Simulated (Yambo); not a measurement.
```xyz
10
Lattice="0.0000 4.3566 4.3566 4.3566 0.0000 4.3566 4.3566 4.3566 0.0000" Properties=species:S:1:pos:R:3 pbc="T T T"
Li     4.3566     4.3566     4.3566
F      2.1941     4.3566     4.3566
F      6.5192     4.3566     4.3566
F      4.3566     2.1941     4.3566
F      4.3566     6.5192     4.3566
F      4.3566     4.3566     2.1941
F      4.3566     4.3566     6.5192
Rb     6.5349     6.5349     6.5349
Rb     2.1783     2.1783     2.1783
Y      0.0000     0.0000     0.0000
```

The geometry is that of Materials Project entry mp-1110649, symmetrised and not relaxed again.

**Question.** Where are the main features of Im ε from RPA with local fields on PBEsol bands shifted by a G0W0 scissor of 3.54 eV (Yambo; 4×4×4 mesh, 133 bands, 3 Ry local-field block, 0.2 eV broadening; field along x)?

**Answer.** Peaks at 12.6 eV (1.9), 13.8 eV (2.7), 16.2 eV (1.7), 18.9 eV (1.1), heights in brackets. Peak heights and small wiggles depend on the k mesh. Convergence of the RPA response with its 4×4×4 mesh was not tested. The scissor comes from a G0W0 run whose convergence isn't established. No excitonic effects at this level. 

The structure is a Materials Project entry; no match was found in the copy of COD used, and its stability was not checked.
